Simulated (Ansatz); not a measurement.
# AuCu3-type NdMg3

The computed numbers are results of PBEsol, scalar-relativistic (collinear spin) in the plane-wave PAW code Ansatz at 420 eV, 8×8×8 k-mesh, Gaussian smearing of 0.05 eV; PAW files: Ansatz's generated set soft_2.

```
CELL_PARAMETERS angstrom
4.73582 0.00000 0.00000
0.00000 4.73582 0.00000
0.00000 0.00000 4.73582
ATOMIC_POSITIONS crystal
Nd 0.00000 0.00000 0.00000
Mg 0.00000 0.50000 0.50000
Mg 0.50000 0.50000 0.00000
Mg 0.50000 0.00000 0.50000
```

This is a trial structure; measured cells of the compound in the Crystallography Open Database are in space group Fm-3m.

Magnetic state: ferromagnetic, site spin moments Nd 3.61; Mg 0.13 μB.

Which orbitals carry the states at the Fermi level, and how many states are there?

Within 0.1 eV of it: Nd 4f 68 %, Nd 5d 28 % (shares among the projected shells). The Fermi level sits on a steep edge: the density of states is 5.6, 5.6 and 11.6 states/eV per cell at −0.1, 0 and +0.1 eV.

Density of states (tetrahedra, averaged over 0.5 eV; states/eV per cell of 4 atoms; energy in eV from the Fermi level; projections on Löwdin-orthogonalised atomic orbitals, summed over sites):

```tsv
E	total	Nd 4f up	Mg 3s	Nd 5d up	Nd 5d down	Nd 6s
-5.60	0.2	0.0	0.1	0.0	0.0	0.1
-5.10	0.5	0.0	0.3	0.0	0.0	0.1
-4.60	0.7	0.0	0.5	0.0	0.0	0.2
-4.10	1.0	0.0	0.7	0.1	0.0	0.2
-3.60	1.3	0.0	0.8	0.2	0.1	0.1
-3.10	1.1	0.0	0.6	0.1	0.2	0.2
-2.60	1.4	0.0	0.7	0.2	0.1	0.3
-2.10	2.0	0.0	1.0	0.4	0.3	0.2
-1.60	2.0	0.0	1.0	0.5	0.3	0.1
-1.10	2.1	0.1	0.5	0.6	0.4	0.2
-0.60	8.2	5.4	0.3	1.0	0.6	0.2
-0.10	6.5	3.5	0.2	1.1	0.8	0.1
0.40	8.3	4.7	0.1	1.0	1.3	0.1
0.90	2.1	0.2	0.0	0.5	0.7	0.0
1.40	1.9	0.0	0.1	0.3	0.4	0.1
```

Without a U the open 4f shell is pinned at the Fermi level, an artefact: in the real crystal it splits into occupied and empty levels away from it, and its large orbital moment is missing here. Spin–orbit coupling, which matters for such heavy elements, is left out. The run wasn't fully tested for a lower electronic state. Site moments are of spin, integrated over atomic spheres. The run holds 0.5 f electrons more on Nd than the trivalent ion has, so it is between trivalent and divalent here. In such compounds it is trivalent as a rule, so this state is likely an artefact, and the extra f charge swells the ion. Only parallel moments were tried, so the real magnetic order may be another.

The open shells may stand above their lowest state, and forces and pressures are less sure for it.
